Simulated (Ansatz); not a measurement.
Relaxed candidate structures of Ge2Rh:

A. Fd-3m, origin choice 1 (No. 227), cF24, AFLOW prototype A2B_cF24_227_c_a (C9, as in SiO2); a = 10.4552 Å, b = 10.4552 Å, c = 10.4552 Å, α = 90.00°, β = 90.00°, γ = 90.00°; Ge 16c (0.125, 0.125, 0.125); Rh 8a (0.000, 0.000, 0.000)

B. P6₂22 (No. 180), hP9, AFLOW prototype AB2_hP9_180_d_j (C40, as in CrSi2); a = 4.6647 Å, b = 4.6647 Å, c = 7.3733 Å, α = 90.00°, β = 90.00°, γ = 120.00°; Rh 3d (0.500, 0.000, 0.500); Ge 6j (0.340, 0.170, 0.167)

C. R3m, hexagonal axes (No. 160), hR9; a = 8.6120 Å, b = 8.6120 Å, c = 8.7592 Å, α = 90.00°, β = 90.00°, γ = 120.00°; Ge 18c (0.295, 0.004, 0.180); Rh 9b (0.565, 0.130, 0.032)

Q: Put the candidates in order of energy per atom, lowest first, for r2SCAN (plane waves to 500 eV, PAW, scalar-relativistic; Ansatz, a first-principles code).

A: B (reference, the lowest among the structures calculated here), C (+0.11 eV/atom), A (+0.41 eV/atom)

Each run could gain symmetry but not lose that of its start, so entries can be saddle points. All of these are generated cells (placed on structure types, drawn at random, substituted or restacked) that were not matched to a known phase here. The real structure of this composition may not be among these, and whether this composition forms is not checked here. Energies are at zero temperature and pressure, without zero-point motion. Each cell has its own k-point mesh; energy differences are given only to the digits this allows. No spin polarisation in the result.
